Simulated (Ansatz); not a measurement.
**Trial structures of InP2N3: starts and ends**

All numbers below come from DFT PBE, scalar-relativistic, plane waves, PAW in Ansatz 0.2.0. All cells share a 420 eV cutoff and Γ-centred k meshes spaced at most about 0.3 Å⁻¹ (about 0.25 or finer for metals, 2π included). No spin polarisation in the final relaxations.

Each guess was relaxed in cell and atoms at zero pressure, within the symmetry of its start. Temperature and zero-point effects are left out. Coordination counts N atoms around In and P (those within 1.25 times the shortest such distance or 1.15 times the sum of covalent radii; a plus sign parts nearer from farther groups; the shortest distance is added where it is long for a bond; a slash parts the counts of unlike sites).

```
guess      made from  start group  V start (Å³/atom)  end group  V end (Å³/atom)  coordination at the end  gap on mesh (eV)  E over the lowest end (meV/atom)
    1   ZrCo3B2 type       P6/mmm               15.7     P6/mmm             10.8    In 12 from 3.0 Å, P 6                 0                               499
    2  Zr3TiCu2 type         P4mm               19.4          ?                ?                        ?                 ?                                 ?
    3   MgMn2O3 type         C2/m               14.2       C2/m             13.3              In 6, P 1+2                 0                                 0
    4   NaTi2O3 type        P-3m1               13.3      P-3m1             11.3     In 6, P 6 from 2.2 Å                 0                               366
```

Guess 2 as it starts:

```xyz
6
Lattice="3.2210 0.0000 0.0000 0.0000 3.2210 0.0000 0.0000 0.0000 11.2442" Properties=species:S:1:pos:R:3 pbc="T T T"
In    1.6105    1.6105    1.7044
P     0.0000    0.0000    0.2711
P     1.6105    1.6105    5.5240
N     0.0000    0.0000    7.3250
N     0.0000    0.0000    3.7035
N     1.6105    1.6105    9.5824
```

Task: Predict the end of this guess and its energy over the lowest end.

Result: It ends in space group P4mm (No. 99), with a = 2.996 Å, c = 11.296 Å, 16.9 Å³/atom and no gap. It lies 24 meV/atom over the lowest end, above guess 3 and below guess 4. Counting N atoms around In and P, this end has In 4, P 1+1/1+4 and the lowest (guess 3) has In 6, P 1+2.

Space group P4mm (No. 99). a = 2.996 Å, b = 2.996 Å, c = 11.296 Å, α = 90.00°, β = 90.00°, γ = 90.00°
| atom | site | symmetry | x | y | z |
| --- | --- | --- | --- | --- | --- |
| In | 1b | 4mm | 0.5000 | 0.5000 | 0.1700 |
| P | 1a | 4mm | 0.0000 | 0.0000 | 0.9142 |
| P | 1b | 4mm | 0.5000 | 0.5000 | 0.7246 |
| N | 1a | 4mm | 0.0000 | 0.0000 | 0.7557 |
| N | 1a | 4mm | 0.0000 | 0.0000 | 0.0544 |
| N | 1b | 4mm | 0.5000 | 0.5000 | 0.8811 |

Formation energies are uncorrected and refer to the elements' standard structures at the same level (N₂ as a molecule). The references include black phosphorus.

Task: Is the lowest end bound against the elements?

Result: No: its formation energy is +0.59 eV/atom. A positive value: parting into the elements would lower its energy.

Weakly bound directions are ill-defined at this level, which has no dispersion term (P4mm), and this can change margins and order among such cells. A magnetic state wasn't ruled out in cells without spin, among them P4mm, P6/mmm. The reference form of P is held partly by dispersion forces, which this level lacks. Cells relaxed within their symmetry can be saddle points. A lower structure may well exist outside this small set. Some candidate types were left out of the draw beforehand, so a known form may be missing.
